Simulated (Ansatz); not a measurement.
Here is the system:

CrC8:
```
CELL_PARAMETERS angstrom
      4.99392     0.00000     0.00000
     -2.49696     4.32486     0.00000
      0.00000     0.00000     3.63567
ATOMIC_POSITIONS crystal
  C  0.16812 0.33624 0.00000
  C  0.16812 0.83188 0.00000
  C  0.66667 0.33333 0.00000
  C  0.66376 0.83188 0.00000
  C  0.33624 0.16812 0.00000
  C  0.33333 0.66667 0.00000
  C  0.83188 0.16812 0.00000
  C  0.83188 0.66376 0.00000
  Cr 0.00000 0.00000 0.50000
```
The run is spin-polarised; directions of the spins, atom by atom: 0 0 0 0 0 0 0 0 ↑.

This is the PBE+D3(BJ)-relaxed structure.

Task: All from DFT-PBE+D3(BJ) in the program Ansatz with PAW potentials, unless another level is named. Estimate the electronic character.

Result: metallic (no gap).

Task: Give the formation energy from the elements (no fitted shifts).

Result: 33 kJ/mol-atom.

Task: Predict the density of states at the Fermi level.

Result: 0.18 states/eV per atom (mean over ±0.08 eV).

Space group P6/mmm. A made-up cell: these elements were put on the sites of a structure type; neither database checked (COD, Materials Project) lists it. Its standing as an ambient phase is unchecked. The PBE+D3(BJ) relaxation kept the symmetry of its start; whether a distortion lowers the energy is not shown. Spin order of the final state: ferromagnetic, chosen from 5 collinear starts compared on coarse meshes (ties went to the first, and starts can fall back to one state), not a proven ground state. The references are the lowest solids computed at this level, not always the standard phases.

Potentials: the later of the program's two PAW sets.
